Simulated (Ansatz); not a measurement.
Given:

BeSe:
```
BeSe
1.0
    0.00000     2.56446     2.56446
    2.56446     0.00000     2.56446
    2.56446     2.56446     0.00000
Se Be
1 1
Direct
  0.75000   0.75000   0.75000
  0.00000   0.00000   0.00000
```

This is the PBEsol-relaxed structure. Cartesian axes are those of the cell as given.

Q: All from PBEsol (plane waves, PAW; program Ansatz), unless another level is named. Estimate the piezoelectric stress constants (proper, relaxed ions, C/m²).

A: e14 = e25 = e36 = 0.20.

Q: Predict the Debye temperature from the elastic constants.

A: 453 K.

Space group F-43m (zinc blende). Symmetry was held in the PBEsol relaxation.

Potentials: the later of the program's two PAW sets.
